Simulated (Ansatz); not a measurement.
**Structures of Rb$_{2}$Hg: which is lowest?**

Plane-wave DFT in Ansatz with scalar-relativistic PAW potentials, cutoff 420 eV, Γ-centred meshes chosen by cell and gap, Gaussian smearing with energies taken to zero width. Every cell was relaxed (cell and atoms) in a run of its own, within the symmetry of its start. Functional: PBE.

Relaxed structures (starts from databases or built by putting these elements on another compound's sites):
A. R3m, 3 atoms in the computed cell, a = 5.011 Å, c = 26.300 Å; sites (symmetry × multiplicity) Rb 3m × 3 + 3m × 3, Hg 3m × 3; start: built
B. Fd-3m, 6 atoms in the computed cell, a = 12.654 Å; sites (symmetry × multiplicity) Rb .-3m × 16, Hg -43m × 8; start: built

Problem. Rank them by energy. Could pressure change the order?

Solution.
| structure | group | E − E(lowest) (meV/atom) | V (Å³/atom) | gap on mesh (eV) |
| --- | --- | --- | --- | --- |
| A | R3m | 0.0 | 63.55 | 0.00 |
| B | Fd-3m | 212 | 84.42 | 0.00 |

A is lowest, 212 meV/atom under B. The lowest is also the densest of these, so pressure wouldn't bring one of the others in at first order. Other structures may lie lower than all of these, and vibrations aren't counted.

Spin-orbit coupling is left out, which matters for the bands of heavy elements.